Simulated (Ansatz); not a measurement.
In2Sb: do energies and stresses tell the same story?

Theory: DFT PBEsol, scalar-relativistic, plane waves, PAW (Ansatz 0.2.0).

Plane waves to 420 eV, a k mesh through Γ of 12×12×6 on the computed 6-atom cell and Gaussian smearing (0.10 eV); no spin polarisation.

Relaxed cell: P6_3/mmc, a = 5.333 Å, b = 5.333 Å, c = 6.393 Å, α = 90.00°, β = 90.00°, γ = 120.00°, 6 atoms in the primitive cell. Whether it is the stable form of this composition wasn't checked.

Energies at zero smearing and pressures from the stress tensor, at volumes with shape and atoms relaxed:
| V (Å³/atom) | E − E(first) (meV/atom) | P (GPa) |
| --- | --- | --- |
| 23.097 | 0.00 | 8.60 |
| 23.884 | -35.00 | 5.79 |
| 24.672 | -57.42 | 3.46 |
| 25.459 | -69.43 | 1.55 |
| 26.246 | -72.98 | -0.02 |
| 27.034 | -69.53 | -1.34 |
| 27.821 | -60.15 | -2.44 |
| 28.871 | -40.13 | -3.62 |

Q: Check P = −dE/dV between neighbouring volumes, and get the bulk modulus from the pressures alone.

A: With 1 eV/Å³ = 160.2 GPa:
```csv
middle V (Å³/atom),−ΔE/ΔV (GPa),mean P (GPa)
23.491,7.121,7.197
24.278,4.562,4.626
25.065,2.444,2.506
25.853,0.723,0.764
26.640,-0.702,-0.681
27.428,-1.909,-1.888
28.346,-3.055,-3.030
```

The two differ by 0.08 GPa at most. The mean of two end pressures misses the average over a step by about ΔV² P″/12, up to 0.05 GPa here; with that taken off 0.03 GPa remains. The stress is the derivative of the free energy, not of the energy at zero smearing, and with free energies 0.01 GPa remains. Around V = 26.246 Å³/atom, the two neighbours give B = −V ΔP/ΔV = 26.246 × 2.89 / 1.575 = 48.2 GPa, against B0 = 48.2 GPa from the Birch–Murnaghan fit of the energies.